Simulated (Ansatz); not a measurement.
This is a known allotrope of Y, reached from a generated start. Known forms of Y include space group No. 194.

The end point of a relaxation of Y. Space group Im-3m (No. 229), bcc (W type). Level of theory: r2SCAN (plane waves to 500 eV, PAW, scalar-relativistic; Ansatz, an electronic-structure program).

Space group Im-3m (No. 229); a = b = c = 4.066 Å, α = β = γ = 90.00°

```tsv
atom	site	symmetry	x	y	z
Y	2a	m-3m	0.0000	0.0000	0.0000
```
(The calculation used a cell of 1 atom; values per cell refer to that cell.)

For Y, the volume per atom is 33.62 Å³. The density comes out as 4.39 g/cm³. The band gap is zero (metallic), the shortest distances is Y–Y 3.52 Å and the k-mesh comes out as 16×16×16.

Band energies at high-symmetry points (eV from the Fermi level; labels of this space group; no spin-orbit coupling), from −5 eV up to 3.4 eV:

```json
[
 {"point": "Γ", "energies": "1.93 1.93 1.93"},
 {"point": "H", "energies": "-1.55 -1.55"},
 {"point": "N", "energies": "-2.01 0.36 0.54"},
 {"point": "P", "energies": "-0.19 -0.19 -0.19"}
]
```

No spin polarisation in the result.

The run could not lose the symmetry of its start.

It was reached from a disturbed copy of a Pm-3m (No. 221) cell (simple cubic type), against which it lies -0.75 eV/atom.
